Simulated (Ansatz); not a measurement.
# Course of a relaxation: GaP4

The cell of GaP4 is invented: random cell by space group and Wyckoff sites (Cmmm, No. 65). Lengths were set from tabulated atomic sizes, so they are only a guess.

```
Ga P
1.0
     2.29815   -3.55543    0.00000
     2.29815    3.55543    0.00000
     0.00000    0.00000    6.42095
Ga P
1 4
Direct
  0.50000 0.50000 0.00000
  0.79537 0.20463 0.67740
  0.20463 0.79537 0.67740
  0.20463 0.79537 0.32260
  0.79537 0.20463 0.32260
```

All numbers below come from DFT PBE, scalar-relativistic, plane waves, PAW (Ansatz). Cutoff 420 eV, Gaussian smearing, Γ-centred meshes. Cell and atoms relax first on a coarse mesh and then on a finer one. In between, the cell is made exact in the group found at 0.06 Å. In metals the finer mesh still leaves noise of several meV/atom or more. The steps can't lower the symmetry of their start. No spin polarisation.

Steps on the 10×10×8 mesh (5 atoms, 27 steps). The free energy counts from the last step; some steps are skipped; the plane-wave basis is renewed at times, which shifts energy and pressure.

```
step  ΔF (meV/atom)  V (Å³/atom)  P (GPa)  largest force component (eV/Å)
   1          124.1        18.93     0.03                           0.165
   3          122.7        19.09    -2.00                           0.114
   5          114.3        18.71    -0.48                           0.074
   7          111.9        18.33     0.07                           0.016
   9          111.6        18.39     0.02                           0.014
  11          107.7        18.64     0.59                           0.083
  13          107.2        18.85    -0.53                           0.062
  15          106.1        18.83     0.14                           0.107
  17           43.3        17.93     0.18                           0.141
  19           21.0        16.74     2.17                           0.042
  21            8.5        17.43     0.02                           0.027
  23            8.4        17.44     0.02                           0.000
  25            0.1        17.60     0.13                           0.012
  27            0.0        17.67     0.01                           0.003
```

The relaxed structure, after a last relaxation on the converged mesh:

```yaml
crystal:
  lattice:
    - [2.45199, -2.55367, 0.00000]
    - [2.45199, 2.55367, 0.00000]
    - [0.00000, 0.00000, 7.05862]
  atoms:
    - { symbol: Ga, position: [0.50000, 0.50000, 0.00000] }
    - { symbol: P, position: [0.77308, 0.22692, 0.66698] }
    - { symbol: P, position: [0.22692, 0.77308, 0.66698] }
    - { symbol: P, position: [0.22692, 0.77308, 0.33302] }
    - { symbol: P, position: [0.77308, 0.22692, 0.33302] }
```

The symmetry stays Cmmm (No. 65). The volume per atom shrinks by 15.8 %, from 21.0 to 17.7 Å³. The shortest distance goes from 2.28 Å (P–P) to 2.32 Å (P–P). The energy falls by about 0.16 eV/atom (the start's value is from the coarse mesh). Around Ga lie 4 P at 2.73 Å; around P lie 4 P at 2.32–2.46 Å, 1 Ga at 2.73 Å and 1 P at 2.79 Å.

* Volume per atom: 17.68 Å³
* Density: 3.64 g/cm³
* Formation energy: +0.20 eV/atom
* Gap on the 10×10×6 mesh of the 5-atom cell: 0 eV (a metal)

Formation energies are uncorrected and refer to the elements' standard structures at the same level. The references include black phosphorus.

The last run used Gaussian smearing of 0.10 eV. An odd number of electrons in the primitive cell allows no gap without spin; a larger cell or a magnetic state could open one. The cell is a metal run without spin; a magnetic state may lie lower. The reference form of P is held partly by dispersion forces, which this level lacks. A structure relaxed within its symmetry needn't be a true minimum. In all, the 4 runs took 25 min on 1 thread of Intel(R) Xeon(R) Processor @ 2.50GHz (Skylake/Cascade Lake), on a shared host.
